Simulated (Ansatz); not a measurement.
B4C:
```cif
data_C3B12
_chemical_formula_sum 'B12 C3'
_space_group_name_H-M_alt 'P 1'
_space_group_IT_number 1
_cell_length_a 5.17475
_cell_length_b 5.17475
_cell_length_c 5.17475
_cell_angle_alpha 65.942
_cell_angle_beta 65.942
_cell_angle_gamma 65.942
loop_
_space_group_symop_operation_xyz
  'x, y, z'
loop_
_atom_site_label
_atom_site_type_symbol
_atom_site_fract_x
_atom_site_fract_y
_atom_site_fract_z
_atom_site_occupancy
B1 B 0.30846 0.80643 0.80643 1
B2 B 0.69154 0.19357 0.19357 1
B3 B 0.80643 0.30846 0.80643 1
B4 B 0.19357 0.69154 0.19357 1
B5 B 0.80643 0.80643 0.30846 1
B6 B 0.19357 0.19357 0.69154 1
B7 B 0.67024 0.99407 0.99407 1
B8 B 0.32976 0.00593 0.00593 1
B9 B 0.99407 0.67024 0.99407 1
B10 B 0.00593 0.32976 0.00593 1
B11 B 0.99407 0.99407 0.67024 1
B12 B 0.00593 0.00593 0.32976 1
C1 C 0.60976 0.60976 0.60976 1
C2 C 0.39024 0.39024 0.39024 1
C3 C 0.50000 0.50000 0.50000 1
```

Relaxed with r²SCAN. DFT-r²SCAN in the program Ansatz with PAW potentials gives a gap of 1.79 eV.

### Question
What gap does HSE06 give on the same cell (Ansatz, PAW)?

### Answer
2.53 eV, 0.74 eV more. The hybrid was solved on a coarser mesh and at special points; the gap given is the minimum over both.

| k | v1 r²SCAN | c1 r²SCAN | v1 HSE06 | c1 HSE06 |
|---|---|---|---|---|
| Γ | -0.06 | 2.79 | ___ | ___ |
| T | -0.34 | 2.16 | ___ | ___ |
| L | -0.02 | 1.81 | -0.02 | 2.53 |
| F | -0.47 | 2.51 | ___ | ___ |
| S0 | -0.67 | 2.15 | ___ | ___ |
| H0 | -1.01 | 2.31 | -0.89 | 3.11 |

### Question
Top valence (v1) and lowest conduction level (c1) in eV from each method's valence maximum (which need not be a listed point): supply the withheld HSE06 values.

### Answer

- T, v1 HSE06: -0.20
- T, c1 HSE06: 2.95
- F, v1 HSE06: -0.36
- F, c1 HSE06: 3.34
- S0, v1 HSE06: -0.65
- S0, c1 HSE06: 2.93
- Γ, v1 HSE06: -0.06
- Γ, c1 HSE06: 3.66

Cost on shared cores: the r²SCAN run (SCF on a 6×6×6 mesh, then bands and DOS) roughly 90 core-seconds, the HSE06 run (SCF on 4×4×4, then a few points) very roughly 3 core-minutes; the tasks are unlike.

Space group R-3m. The first step of the workflow began from a Materials Project structure, measured or hypothetical; the Crystallography Open Database copy checked does not list it. Its standing as an ambient phase is unchecked. The r²SCAN relaxation kept the symmetry of its start; its stability against distortions is not shown here.

Potentials: the later of the program's two PAW sets.
